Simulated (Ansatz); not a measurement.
Relaxed candidate structures of TaGe$_{2}$:

A. Fm-3m (No. 225), cF36; a = b = c = 8.666 Å, α = β = γ = 90.00°; Ge 24e (0.000, 0.000, 0.285); Ta 8c (0.250, 0.250, 0.250); Ta 4a (0.000, 0.000, 0.000)

B. Fm-3m (No. 225), cF12, fluorite type; a = 6.230 Å, b = 6.230 Å, c = 6.230 Å, α = 90.00°, β = 90.00°, γ = 90.00°; Ta 4a (0.000, 0.000, 0.000); Ge 8c (0.250, 0.250, 0.250)

C. P4/mmm (No. 123), tP3; a = b = 3.514 Å, c = 5.053 Å, α = β = γ = 90.00°; Ge 1c (0.500, 0.500, 0.000); Ge 1a (0.000, 0.000, 0.000); Ta 1d (0.500, 0.500, 0.500)

D. P6₂22 (No. 180), hP9, AFLOW prototype AB2_hP9_180_d_j (C40, as in CrSi2); a = 4.967 Å, b = 4.967 Å, c = 6.750 Å, α = 90.00°, β = 90.00°, γ = 120.00°; Ta 3d (0.500, 0.000, 0.500); Ge 6j (0.327, 0.164, 0.167)

Q: Rank these by energy per atom (lowest first), as r2SCAN (plane waves to 500 eV, PAW, scalar-relativistic; Ansatz, a first-principles code) gives it.

A: D (reference, the lowest among the structures calculated here), B (+0.70 eV/atom), A (+1.06 eV/atom), C (+1.42 eV/atom)

Probably no minimum, since a slightly shaken restart fell lower: P4/mmm, tP3 (by 1.36 eV/atom, to I4/mmm). Each run could gain symmetry but not lose that of its start, so entries can be saddle points. All of these are generated cells (placed on structure types, drawn at random, substituted or restacked) that were not matched to a known phase here. The real structure of this composition may not be among these. Static energies at zero pressure. The runs use different k-meshes, so differences are rounded accordingly. No spin polarisation in the result.
